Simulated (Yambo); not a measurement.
Absorption of K₂PtBr₆ (space group Fm-3m, No. 225) with and without the electron-hole interaction (Yambo, LDA bands; 4×4×4 mesh, 20 valence and 5 conduction bands, static screening with 140 bands and a 3 Ry block, scissor 2.04 eV, Tamm-Dancoff; field along x).

| E (eV) | Im ε, BSE | Im ε, independent quasiparticles |
|---|---|---|
| 1.45 | 0.06 | 0.05 |
| 1.55 | 0.06 | 0.05 |
| 1.65 | 0.07 | 0.06 |
| 1.75 | 0.08 | 0.06 |
| 1.85 | 0.08 | 0.07 |
| 1.95 | 0.09 | 0.07 |
| 2.05 | 0.10 | 0.08 |
| 2.15 | 0.12 | 0.08 |
| 2.25 | 0.13 | 0.09 |
| 2.35 | 0.15 | 0.10 |
| 2.45 | 0.18 | 0.11 |
| 2.55 | 0.21 | 0.12 |
| 2.65 | 0.27 | 0.14 |
| 2.75 | 0.34 | 0.15 |
| 2.85 | 0.47 | 0.18 |
| 2.95 | 0.69 | 0.20 |
| 3.05 | 1.15 | 0.24 |
| 3.15 | 1.90 | 0.29 |
| 3.25 | 2.32 | 0.37 |
| 3.35 | 2.28 | 0.49 |
| 3.45 | 2.29 | 0.71 |
| 3.55 | 2.34 | 1.11 |
| 3.65 | 2.55 | 1.64 |
| 3.75 | 3.14 | 1.89 |
| 3.85 | 3.43 | 2.15 |
| 3.95 | 3.14 | 2.67 |
| 4.05 | 2.39 | 3.70 |
| 4.15 | 1.78 | 4.01 |
| 4.25 | 1.50 | 4.12 |
| 4.35 | 1.37 | 4.39 |
| 4.45 | 1.29 | 4.15 |
| 4.55 | 1.16 | 4.13 |
| 4.65 | 1.07 | 4.33 |
| 4.75 | 1.04 | 4.05 |
| 4.85 | 1.09 | 3.24 |
| 4.95 | 1.21 | 2.76 |
| 5.05 | 1.47 | 2.32 |
| 5.15 | 1.71 | 1.97 |
| 5.25 | 1.71 | 1.79 |
| 5.35 | 2.03 | 1.91 |
| 5.45 | 2.67 | 2.05 |
| 5.55 | 3.43 | 1.76 |
| 5.65 | 3.83 | 1.66 |
| 5.75 | 3.12 | 1.97 |
| 5.85 | 2.60 | 2.67 |
| 5.95 | 2.79 | 3.80 |
| 6.05 | 3.04 | 3.95 |
| 6.15 | 3.37 | 3.16 |
| 6.25 | 3.89 | 3.02 |
| 6.35 | 3.89 | 3.48 |
| 6.45 | 3.26 | 3.61 |
| 6.55 | 2.90 | 3.79 |
| 6.65 | 2.85 | 3.95 |
| 6.75 | 2.91 | 3.48 |
| 6.85 | 3.22 | 2.91 |
| 6.95 | 3.91 | 2.38 |
| 7.05 | 3.52 | 2.13 |
| 7.15 | 2.28 | 2.13 |
| 7.25 | 1.68 | 2.11 |
| 7.35 | 1.45 | 2.00 |
| 7.45 | 1.49 | 1.88 |
| 7.55 | 1.73 | 1.51 |
| 7.65 | 1.84 | 1.22 |
| 7.75 | 1.74 | 1.01 |
| 7.85 | 1.63 | 0.98 |

The scissor comes from a G0W0 run whose convergence isn't established. Broadening 0.15 eV. The band window holds all transitions up to 7.9 eV. Fine structure above the onset can come from the mesh.

Without spin-orbit coupling, band edges of such heavy elements can be off by tenths of an eV.

Geometry of the Materials Project entry, not relaxed at this level; primitive cell a = 7.3313 Å, b = 7.3313 Å, c = 7.3313 Å, α = 60.00°, β = 60.00°, γ = 60.00°.
